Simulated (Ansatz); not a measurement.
InAs:
```xyz
4
Lattice="4.3104 0.0000 0.0000 -2.1552 3.7330 0.0000 0.0000 0.0000 7.0828" Properties=species:S:1:pos:R:3 pbc="T T T"
In     2.1552     1.2443     3.5453
In     0.0000     2.4886     0.0039
As     2.1552     1.2443     6.1971
As     0.0000     2.4886     2.6557
```

Relaxed with r²SCAN. Special points in fractions of this cell's reciprocal vectors: Γ (0.000, 0.000, 0.000); M (0.500, 0.000, 0.000); K (0.333, 0.333, 0.000); A (0.000, 0.000, 0.500); L (0.500, 0.000, 0.500); H (0.333, 0.333, 0.500).

**Question.** List the band energies nearest the valence-band maximum at these points for r²SCAN (plane waves, PAW; program Ansatz).

**Answer.** In eV from the valence-band maximum; about four levels below and three above (degenerate sets whole), none deeper than 8.9 eV; points with the same levels are listed once.

```
k                        below                          above
-  ---------------------------  -----------------------------
Γ  -1.03 -1.03 -0.13 0.00 0.00            0.14 1.03 4.10 4.10
M      -3.44 -2.32 -1.92 -1.01                 1.91 2.40 3.88
K      -3.80 -2.52 -2.52 -2.30                 2.80 4.40 4.40
A      -0.57 -0.57 -0.57 -0.57  1.58 1.58 4.75 4.75 4.75 4.75
L      -1.84 -1.84 -1.76 -1.76            1.69 1.69 3.48 3.48
H      -3.18 -3.18 -1.47 -1.47            2.46 2.46 4.88 4.88
```

Space group P6_3mc (wurtzite). The workflow started from a Materials Project entry (that database holds measured and hypothetical structures alike); the Crystallography Open Database copy checked does not list it. It is not the phase usual at ambient conditions (space group No. 216). Symmetry was held in the r²SCAN relaxation; whether a distortion lowers the energy is not shown. Scalar-relativistic: spin–orbit coupling is off unless named, which matters more the heavier the elements.

Potentials: the later of the program's two PAW sets.
